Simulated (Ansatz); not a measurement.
The guess for Bi2Te was made by a generator: random cell by space group and Wyckoff sites (P42_12, No. 90). Lengths were set from tabulated atomic sizes, so they are only a guess.

```cif
data_structure
_symmetry_space_group_name_H-M 'P 1'
_symmetry_Int_Tables_number 1
_cell_length_a 6.5582
_cell_length_b 6.5582
_cell_length_c 5.0114
_cell_angle_alpha 90.000
_cell_angle_beta 90.000
_cell_angle_gamma 90.000
_cell_volume 215.54
loop_
_atom_site_label
_atom_site_type_symbol
_atom_site_fract_x
_atom_site_fract_y
_atom_site_fract_z
_atom_site_occupancy
Bi1 Bi 0.24673 0.24673 0.50000 1
Bi2 Bi 0.75327 0.75327 0.50000 1
Bi3 Bi 0.25327 0.74673 0.50000 1
Bi4 Bi 0.74673 0.25327 0.50000 1
Te1 Te 0.00000 0.50000 0.54827 1
Te2 Te 0.50000 0.00000 0.45173 1
```

Level of theory: Ansatz 0.2.0, DFT PBE, scalar-relativistic, plane waves, PAW. Cutoff 420 eV, Gaussian smearing, Γ-centred meshes. Cell and atoms relax first on a coarse mesh and then on a finer one. In between, the cell is made exact in the group found at 0.06 Å. In metals the finer mesh still leaves noise of several meV/atom or more. The steps can't lower the symmetry of their start. No spin polarisation.

A guess keeps its type if space group and coordination stay and the shape of the cell changes little (axis ratios within about 15 %, angles within 6°); the volume may change.

Question: Does this structure survive the relaxation?

Answer: It doesn't keep its type. The symmetry stays P42_12 (No. 90). The volume per atom grows by 12.6 %, from 35.9 to 40.5 Å³. The shortest distance goes from 2.33 Å (Bi–Te) to 3.21 Å (Bi–Te). The ratio c/a of the conventional cell changes by a factor of 1.17. Counting neighbours within 15 % of an atom's shortest distance, the start has Bi 2, Te 4 and the end Bi 6, Te 4. In detail, at the end Bi is surrounded by 2 Te at 3.21 Å and 4 Bi at 3.25 Å; around Te lie 4 Bi at 3.21 Å.

```yaml
crystal:
  lattice:
    - [6.47827, 0.00000, 0.00000]
    - [0.00000, 6.47827, 0.00000]
    - [0.00000, 0.00000, 5.78428]
  atoms:
    - { symbol: Bi, position: [0.23008, 0.23008, 0.50000] }
    - { symbol: Bi, position: [0.76992, 0.76992, 0.50000] }
    - { symbol: Bi, position: [0.26992, 0.73008, 0.50000] }
    - { symbol: Bi, position: [0.73008, 0.26992, 0.50000] }
    - { symbol: Te, position: [0.00000, 0.50000, 0.88808] }
    - { symbol: Te, position: [0.50000, 0.00000, 0.11192] }
```

The last run used a 6×6×8 mesh (in the run's order of axes) for its 6-atom cell and Gaussian smearing of 0.10 eV. Weakly bound directions are ill-defined at this level, which has no dispersion term. These runs have no spin–orbit coupling, which can matter for Bi and Te. Symmetry constrained the relaxation, so the result can be a saddle point. Another cell of Bi2Te relaxed alike, in I4_1/amd (a Materials Project cell), lies 124 meV/atom lower, so this cell isn't the stable form at this level.
